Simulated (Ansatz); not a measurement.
## How long does this Ansatz run take?

```yaml
crystal:
  lattice:
    - [5.718, 3.3012888392, 0.0]
    - [-5.718, 3.3012888392, 0.0]
    - [0.0, 0.0, 18.68999]
  atoms:
    - { symbol: Zn, position: [0.0, 0.0, 0.0] }
    - { symbol: Zn, position: [0.3333333333, 0.6666666667, 0.0] }
    - { symbol: Zn, position: [0.6666666667, 0.3333333333, 0.0] }
    - { symbol: Zn, position: [0.0, 0.0, 0.5] }
    - { symbol: Zn, position: [0.3333333333, 0.6666666667, 0.5] }
    - { symbol: Zn, position: [0.6666666667, 0.3333333333, 0.5] }
    - { symbol: Zn, position: [0.3333333333, 0.3333333334, 0.16667] }
    - { symbol: Zn, position: [0.6666666667, 0.0, 0.16667] }
    - { symbol: Zn, position: [0.0, 0.6666666667, 0.16667] }
    - { symbol: Zn, position: [0.3333333333, 1.0, 0.66667] }
    - { symbol: Zn, position: [0.6666666667, 0.6666666666, 0.66667] }
    - { symbol: Zn, position: [0.0, 0.3333333333, 0.66667] }
    - { symbol: Zn, position: [0.3333333333, 1.0, 0.33333] }
    - { symbol: Zn, position: [0.6666666667, 0.6666666666, 0.33333] }
    - { symbol: Zn, position: [0.0, 0.3333333333, 0.33333] }
    - { symbol: Zn, position: [0.3333333333, 0.3333333334, 0.83333] }
    - { symbol: Zn, position: [0.6666666667, 0.0, 0.83333] }
    - { symbol: Zn, position: [0.0, 0.6666666667, 0.83333] }
    - { symbol: S, position: [0.0, 0.0, 0.125] }
    - { symbol: S, position: [0.3333333333, 0.6666666667, 0.125] }
    - { symbol: S, position: [0.6666666667, 0.3333333333, 0.125] }
    - { symbol: S, position: [0.0, 0.0, 0.625] }
    - { symbol: S, position: [0.3333333333, 0.6666666667, 0.625] }
    - { symbol: S, position: [0.6666666667, 0.3333333333, 0.625] }
    - { symbol: S, position: [0.3333333333, 0.3333333334, 0.29167] }
    - { symbol: S, position: [0.6666666667, 0.0, 0.29167] }
    - { symbol: S, position: [0.0, 0.6666666667, 0.29167] }
    - { symbol: S, position: [0.3333333333, 1.0, 0.79167] }
    - { symbol: S, position: [0.6666666667, 0.6666666666, 0.79167] }
    - { symbol: S, position: [0.0, 0.3333333333, 0.79167] }
    - { symbol: Cl, position: [0.3333333333, 1.0, 0.45833], spin: 1.0 }
    - { symbol: S, position: [0.6666666667, 0.6666666666, 0.45833] }
    - { symbol: S, position: [0.0, 0.3333333333, 0.45833] }
    - { symbol: S, position: [0.3333333333, 0.3333333334, 0.95833] }
    - { symbol: S, position: [0.6666666667, 0.0, 0.95833] }
    - { symbol: S, position: [0.0, 0.6666666667, 0.95833] }
magnetization:
  spin_polarized: true
kpoints:
  mp_grid: { grid: [3, 3, 1] }
scf:
  occupations: { method: fermi_dirac, width: 0.01 }
hamiltonian:
  xc: pbe
  pseudopotentials: { kind: paw }
output:
  forces: true
  stress: true
  populations: true
  efg:
    quadrupole_moments_barn: { Zn: 0.122, S: -0.0694, Cl: -0.08112 }
    contact_densities: true
```

```sh
ansatz run input.yaml --threads 4 --pin off --max-ram 8192MiB --backend cpu --events-out ev --progress --plain --runs-dir out
```

It runs on 4 threads of Arm Neoverse V2 (aarch64; 8 cores open to the job, memory cap 8.0 GiB, no GPU), a shared host with a load of 0.3 a core.

Task: How much time and memory should be set aside?

Result: About 64 s of wall time (4.2 min of CPU time) and 3 GiB. The run holds 325 valence electrons in 199 bands, about 13731 plane waves a k-point and 3 irreducible k-points, and took 18 SCF iterations. Times on a shared host vary by tens of per cent.
